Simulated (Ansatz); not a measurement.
Relax this structure to zero stress and force, keeping its symmetry:

```cif
data_structure
_symmetry_space_group_name_H-M 'P6_3/mmc'
_symmetry_Int_Tables_number 194
_cell_length_a 2.2853
_cell_length_b 2.2853
_cell_length_c 3.5842
_cell_angle_alpha 90.000
_cell_angle_beta 90.000
_cell_angle_gamma 120.000
_cell_volume 16.21
loop_
_atom_site_label
_atom_site_type_symbol
_atom_site_symmetry_multiplicity
_atom_site_Wyckoff_symbol
_atom_site_fract_x
_atom_site_fract_y
_atom_site_fract_z
_atom_site_occupancy
Be1 Be 2 c 0.33333 0.66667 0.25000 1
```

Method: DFT PBEsol, scalar-relativistic, plane waves, PAW in Ansatz.

Settings: cutoff 420 eV, Γ-centred mesh 24×24×12 on the computed 2-atom cell, Gaussian smearing of 0.10 eV; no spin polarisation.

What does it relax to?

The volume goes down by 0.27 Å³/atom to 7.84 Å³/atom, and the energy falls by 3.4 meV/atom. Final structure:
```
Be
1.0
     2.25718    0.00000    0.00000
    -1.12859    1.95478    0.00000
     0.00000    0.00000    3.55317
Be
2
Cartesian
  0.0000 1.3032 0.8883
  1.1286 0.6516 2.6649
```